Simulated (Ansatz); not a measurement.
The relaxed structure here is a generated cell of Y: the first start was made by placing the elements on the sites of a structure type, and the end was not matched to a known phase here, so it may be hypothetical. Known forms of Y include space group No. 194.

The end point of a relaxation of Y. Space group Fm-3m (No. 225), fcc (Cu type). Method: r2SCAN (plane waves to 500 eV, PAW, scalar-relativistic; Ansatz, an electronic-structure program).

Space group Fm-3m (No. 225); a = 5.1017 Å, b = 5.1017 Å, c = 5.1017 Å, α = 90.00°, β = 90.00°, γ = 90.00°

```json
[
 {"atom": "Y", "site": "4a", "symmetry": "m-3m", "x": "0.0000", "y": "0.0000", "z": "0.0000"}
]
```
(The calculation used a cell of 1 atom; values per cell refer to that cell.)

```yaml
volume_per_atom: 33.20 Å³
band_gap: zero (metallic)
shortest_distances: 
k-mesh: 16×16×16
```

Band energies at high-symmetry points (eV from the Fermi level; labels of this space group; no spin-orbit coupling), from −5 eV up to 3.8 eV:

| point | energies |
|---|---|
| Γ | -4.99 2.01 2.01 2.01 |
| X | -1.77 -0.82 1.97 |
| U | -0.98 -0.48 1.00 |
| K | -0.98 -0.48 1.00 |
| L | -1.99 0.41 1.83 1.83 |
| W | -0.78 0.26 0.26 2.87 |

No spin polarisation in the result.

The run could not lose the symmetry of its start: the end is stationary, and may be a saddle point rather than a minimum.
